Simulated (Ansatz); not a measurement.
MgO:
```
CELL_PARAMETERS angstrom
      0.00000     2.10371     2.10371
      2.10371     0.00000     2.10371
      2.10371     2.10371     0.00000
ATOMIC_POSITIONS crystal
  Mg 0.50000 0.50000 0.50000
  O  0.00000 0.00000 0.00000
```

Relaxed with r²SCAN.

Map the valence electron density (e/Å³), cut off at 5 on the plane through (0.500, 0.500, 0.500) spanned by u = [1, 0, 0] and v = [0, 1, -1] in lattice vectors, from the program Ansatz at the r²SCAN level (PAW).

x is the fraction of u, y of v (the angle between them is 90°; rows are the nearest grid lines); atoms in the plane: Mg at (0.00, 0.00), O at (0.50, 0.50).
```
|@@@+         +@@@|
|@@@-         -@@@|
|@@#.         .#@@|
|+-.           .-+|
|      .....      |
|     .:-=-:.     |
|    .:+%@%+:.    |
|    .-%@@@%-.    |
|    .=@@@@@=.    |
|    .-%@@@%-.    |
|    .:+%@%+:.    |
|     .:-=-:.     |
|      .....      |
|+-.           .-+|
|@@#.         .#@@|
|@@@-         -@@@|
|@@@+         +@@@|
```
Scale: ten equal steps from 0.112 (start of ' ') to 5.00 (end of '@'), in the order ' .:-=+*#%@'; x runs from 0.000 to 1.00, y from 0.000 (bottom) to 1.00 (top).

The density is the valence pseudo-density with augmentation charge, so density and ELF within about 1 Å of a nucleus are not all-electron values.

Space group Fm-3m (rock salt). The r²SCAN relaxation kept the symmetry of its start. The volume moved by -16 % from the start of the relaxation.

Potentials: the earlier of the program's two PAW sets.
